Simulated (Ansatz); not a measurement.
Co (P6_3/mmc), stationary points along a deformation path

Method: Ansatz, DFT PBEsol, scalar-relativistic, plane waves, PAW. Settings: plane waves to 420 eV, k-mesh 24×24×14 (Γ-centred), Gaussian smearing 0.15 eV. Collinear spins, started from moments 1.9, 1.9 μB in atom order; the magnetic state may not be the lowest. Energies are free energies at this smearing, counted from the undisturbed cell; pressure is positive in compression.

The undisturbed cell (as given, not relaxed at this level; it stands at -16.2 GPa):

```yaml
crystal:
  lattice:
    - [2.51900, 0.00000, 0.00000]
    - [-1.25950, 2.18152, 0.00000]
    - [0.00000, 0.00000, 4.09100]
  atoms:
    - { symbol: Co, position: [0.33333, 0.66667, 0.25000] }
    - { symbol: Co, position: [0.66667, 0.33333, 0.75000] }
```

At fixed volume and fractional coordinates, lengths along (0.000, 0.000, 1.000) are scaled against those across it; ρ is that ratio over its starting value. V = 11.241 Å³/atom. Δσ is the stress along the axis less the mean stress across it (compression positive).

```
    ρ  ΔE (meV/atom)  Δσ (GPa) space group
0.850          135.4     32.90     P6_3/mmc
0.920           36.5     19.25     P6_3/mmc
0.960            7.9      9.29     P6_3/mmc
1.000            0.0     -1.07     P6_3/mmc
1.100           57.9    -24.74     P6_3/mmc
1.200          199.6    -44.56     P6_3/mmc
```

Q: How does the stress give the slope of the energy, and where is the energy stationary?

A: Along the path d ln(length) is 2/3 d ln ρ on the axis and −1/3 d ln ρ across it, so dE/d ln ρ = −(2/3) V Δσ: the energy falls with ρ where Δσ is positive. Δσ vanishes or changes sign between ρ = 0.960 and 1.000, a minimum (near 1.00 by linear interpolation). Pairs of stationary points between two samples would go unseen, and could change a minimum read from distant neighbours into a maximum.

Q: Integrate that slope from ρ = 1 to 1.200 by the trapezoid rule.

A: With V/N in Å³ and 1 eV/Å³ = 160.2 GPa the slopes at ρ = 1.000, 1.100, 1.200 are 50, 1157, 2084 meV/atom per unit of ln ρ. The steps add 57.5 + 141.0 = 198.6 meV/atom, against 199.6 from the energies; the trapezoid rule misses the curvature of the slope within each step.

In a metal these slopes depend on the k mesh and the smearing.